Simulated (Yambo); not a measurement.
```cif
data_B4P4
_chemical_formula_sum 'B4 P4'
_space_group_name_H-M_alt 'F-43m'
_space_group_IT_number 216
_space_group_name_Hall 'F -4 2 3'
_cell_length_a 4.52072
_cell_length_b 4.52072
_cell_length_c 4.52072
_cell_angle_alpha 90.000
_cell_angle_beta 90.000
_cell_angle_gamma 90.000
loop_
_atom_site_label
_atom_site_type_symbol
_atom_site_symmetry_multiplicity
_atom_site_Wyckoff_symbol
_atom_site_fract_x
_atom_site_fract_y
_atom_site_fract_z
_atom_site_occupancy
B1 B 4 a 0.00000 0.00000 0.00000 1
P1 P 4 c 0.25000 0.25000 0.25000 1
```
(The calculation used a cell of 2 atoms; values per cell refer to that cell.)

BP (zinc blende, space group F-43m, No. 216) under isotropic strain (on all lattice vectors), counted from the cell relaxed with PBEsol, atoms relaxed at each step. norm-conserving PBEsol (Quantum ESPRESSO, 76 Ry, scalar-relativistic); G0W0 in Yambo (6×6×6 Γ-centred k mesh, 84 bands and a 14 Ry block in the screening, 84 bands in G with the Bruneval-Gonze terminator, plasmon pole fitted at 27.2 eV).

Unstrained, the direct gap at Γ is 3.38 eV in PBEsol and 4.29 eV in G0W0.

**Question.** How fast does it move with strain?

**Answer.** Between -0.7 % and +1 % the direct gap at Γ has a volume deformation potential dE/dlnV of -1.2 eV in G0W0 and -1.5 eV in PBEsol. (G0W0: 4.312 eV at -0.7 %, 4.251 eV at +1 %; Δ ln V = 3 ln(1.01/0.993) = 0.0509.) Convergence of the GW settings isn't established.
